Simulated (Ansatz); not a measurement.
The elements of this relaxed trial crystal are hidden behind letters.

```
lattice vectors (Å)
  -1.6014    1.6014    4.8948
   1.6014   -1.6014    4.8948
   1.6014    1.6014   -4.8948
fractional positions
X 0.6628 0.6628 0.0000
X 0.3372 0.3372 0.0000
Z 0.0000 0.0000 0.0000
```

Computed with DFT PBE, scalar-relativistic, plane waves, PAW in Ansatz 0.2.0. Plane waves to 420 eV, a 20×20×20 mesh through Γ for the 3-atom cell and 0.10 eV Gaussian smearing; no spin polarisation.

```
Space group                                 : I4/mmm (No. 139)
Conventional cell                           : a = 3.203 Å, c = 9.790 Å
Volume per atom                             : 16.74 Å³
Density                                     : 15.31 g/cm³
Formation energy                            : −0.29 eV/atom
Gap on the 20×20×20 mesh of the 3-atom cell : 0 eV (a metal)
```

Energies are uncorrected and count from the elements' standard states at the same level.

Question: X is a d-block element of period 6 and Z is a d-block element of period 5. Which elements are they?

Answer: X = Ta, Z = Ru, so the formula is Ta2Ru, here in the MoSi2 (C11b) type. Density times volume gives a mean mass of 15.31 × 16.74/1.6605 = 154.3 u per atom, and this set has 154.3 u. Ta is surrounded by 4 Ru at 2.77 Å, 4 Ta at 2.84 Å, 5 Ta at 3.19–3.20 Å and 1 Ru at 3.30 Å; Ru is surrounded by 8 Ta at 2.77 Å, 4 Ru at 3.20 Å and 2 Ta at 3.30 Å. Other sets within the hints have nearly the same mass, so mass alone doesn't settle it; this one was computed.

These runs have no spin–orbit coupling, which can matter for Ta. Symmetry constrained the relaxation, so the result can be a saddle point.
